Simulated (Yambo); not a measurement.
Absorption of PbF₂ (fluorite, space group Fm-3m, No. 225) with and without the electron-hole interaction (Yambo, PBE bands; 8×8×8 mesh, 7 valence and 4 conduction bands, static screening with 31 bands and a 4 Ry block, scissor 1.95 eV, Tamm-Dancoff; field along x).

```tsv
E (eV)	Im ε, BSE	Im ε, independent quasiparticles
4.90	0.41	0.08
5.00	0.48	0.09
5.10	0.59	0.09
5.20	0.73	0.10
5.30	0.94	0.11
5.40	1.27	0.12
5.50	1.83	0.13
5.60	2.84	0.14
5.70	4.93	0.15
5.80	9.07	0.17
5.90	12.3	0.19
6.00	9.71	0.22
6.10	8.73	0.25
6.20	8.38	0.30
6.30	5.75	0.37
6.40	3.80	0.48
6.50	3.00	0.65
6.60	2.96	0.86
6.70	2.90	1.23
6.80	2.82	1.78
6.90	3.10	2.10
7.00	3.44	2.44
7.10	4.15	3.16
7.20	5.51	4.19
7.30	5.60	5.13
7.40	4.09	5.77
7.50	3.32	5.77
7.60	3.34	4.70
7.70	3.86	3.84
7.80	4.70	3.46
7.90	5.11	3.20
8.00	4.98	2.76
8.10	4.71	2.47
8.20	4.11	2.53
8.30	4.21	2.98
8.40	4.82	3.40
8.50	4.73	3.87
8.60	3.97	4.21
8.70	3.32	4.04
8.80	3.00	3.74
8.90	2.99	3.93
9.00	3.36	4.68
9.10	4.02	5.29
9.20	3.84	5.28
9.30	2.93	4.86
9.40	2.09	4.64
9.50	1.80	4.44
9.60	1.71	4.60
9.70	1.71	5.20
9.80	1.48	5.73
9.90	1.49	5.70
10.00	1.49	5.00
10.10	1.54	4.58
10.20	1.56	4.43
10.30	1.52	4.08
10.40	1.34	3.52
10.50	1.19	2.91
10.60	1.15	2.50
10.70	1.02	2.31
10.80	0.97	2.27
10.90	0.99	2.30
11.00	1.16	2.28
11.10	1.07	2.19
11.20	0.97	2.35
11.30	1.07	2.91
11.40	1.10	3.72
11.50	1.18	4.14
11.60	1.22	3.94
11.70	1.52	3.61
11.80	2.17	3.19
```

The scissor comes from a G0W0 run whose convergence isn't established. Broadening 0.15 eV. The band window holds all transitions up to 15.8 eV. Fine structure above the onset can come from the mesh.

Spin-orbit coupling is left out; with 6p states at a band edge it can lower the gap by many tenths of an eV, most of a small gap.

Bands and orbitals come from the standard potentials; the scissor and the G0W0 gaps come from a run at the same geometry on the stringent ones, which hold whole semicore shells in the valence.

Geometry relaxed with PBEsol; primitive cell a = 4.1672 Å, b = 4.1672 Å, c = 4.1672 Å, α = 60.00°, β = 60.00°, γ = 60.00°.
